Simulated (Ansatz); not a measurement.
K (Im-3m), an elastic constant from a strain scan

Method: DFT LDA, scalar-relativistic, plane waves, PAW (Ansatz). The runs took a 420 eV cutoff, a Γ-centred 14×14×14 mesh and Gaussian smearing (0.15 eV). No spin polarisation. Energies are free energies at this smearing, counted from the undisturbed cell; pressure is positive in compression.

Reference structure (as given, not relaxed at this level; it stands at -0.4 GPa):

```xyz
1
Lattice="-2.6180 2.6180 2.6180 2.6180 -2.6180 2.6180 2.6180 2.6180 -2.6180" Properties=species:S:1:pos:R:3 pbc="T T T"
K     0.0000    0.0000    0.0000
```

The cell is strained by ε times the Voigt pattern (0, 1, 0, 0, 0, 0) (xx, yy, zz, yz, xz, xy; engineering shear) with fractional coordinates fixed. The cell holds 1 atom in V0 = 71.77 Å³. The stress column is τ = (1/V0) dE/dε, got from the stress tensor σ (compression positive) at each point as −det(1 + εP) σ : P(1 + εP)⁻¹, with P the pattern as a tensor.

| ε | ΔE (meV/atom) | τ (GPa) |
| --- | --- | --- |
| -0.0400 | -5.943 | 0.252 |
| -0.0300 | -4.720 | 0.294 |
| -0.0200 | -3.314 | 0.333 |
| -0.0100 | -1.737 | 0.370 |
| 0.0000 | 0.000 | 0.405 |
| 0.0100 | 1.884 | 0.436 |
| 0.0200 | 3.906 | 0.466 |
| 0.0300 | 6.054 | 0.493 |
| 0.0350 | 7.172 | 0.505 |
| 0.0400 | ? | ? |

Question: Which combination of elastic constants does this scan measure, and how large is it?

Answer: For small ε, τ = τ0 + Kε with K = pᵀCp, which for this pattern is C11 in the cubic axes. The parabola through τ at ε = -0.0100, 0 and 0.0100 has slope K = 3.3 GPa at zero. The energies per cell, E = NΔE, of the same two points give K = 2[E(ε₊)/ε₊ − E(ε₋)/ε₋]/[(ε₊ − ε₋)V0] = 3.3 GPa, in agreement. The start is under stress, which shifts K from the elastic constant by about the size of that stress.

Question: Predict the withheld row at ε = 0.0400 from the harmonic law, and compare.

Answer: ΔE = V0(τ0 ε + Kε²/2)/N = 8.434 meV/atom and τ = 0.54 GPa. The calculation gives 8.318 meV/atom and 0.52 GPa: the energy lies 1 % below the harmonic value, as bonds soften when stretched.

In a metal these slopes depend on the k mesh and the smearing.